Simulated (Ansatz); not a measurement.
BePt:
```
BePt
1.0
    2.79647     0.00000     0.00000
    0.00000     2.79647     0.00000
    0.00000     0.00000     2.95529
Be Pt
1 1
Direct
  0.50000   0.50000   0.50000
  0.00000   0.00000   0.00000
```

Relaxed with PBE. Special points in fractions of this cell's reciprocal vectors: Γ (0.000, 0.000, 0.000); X (0.000, 0.500, 0.000); M (0.500, 0.500, 0.000); Z (0.000, 0.000, 0.500); R (0.000, 0.500, 0.500); A (0.500, 0.500, 0.500).

List the band energies nearest the Fermi level at these points for DFT-PBE with spin–orbit coupling in the program Ansatz with PAW potentials.

In eV from the Fermi level; about four levels below and three above (degenerate sets whole), none deeper than 8.9 eV; points with the same levels are listed once.

```json
[
 {"k": "Γ", "below": "-2.25 -2.25 -1.43 -1.43", "above": "3.42 3.42 4.96 4.96"},
 {"k": "X", "below": "-3.88 -3.88 -1.84 -1.84", "above": "0.56 0.56 9.90 9.90"},
 {"k": "M", "below": "-1.85 -1.85 -0.40 -0.40", "above": "4.47 4.47 7.13 7.13"},
 {"k": "Z", "below": "-1.63 -1.63 -0.48 -0.48", "above": "10.29 10.29 10.46 10.46"},
 {"k": "R", "below": "-2.16 -2.16 -0.80 -0.80", "above": "3.59 3.59 6.71 6.71"},
 {"k": "A", "below": "-0.83 -0.83 -0.39 -0.39", "above": "3.05 3.05 3.82 3.82"}
]
```

Space group P4/mmm (L1₀ or tetragonal B2). The cell is a constructed one: a structure type filled with these elements; neither database checked (COD, Materials Project) lists it. Whether it is the stable phase at ambient conditions was not checked. Symmetry was held in the PBE relaxation; whether a distortion lowers the energy is not shown. The run is not spin-polarised.

Potentials: the earlier of the program's two PAW sets.
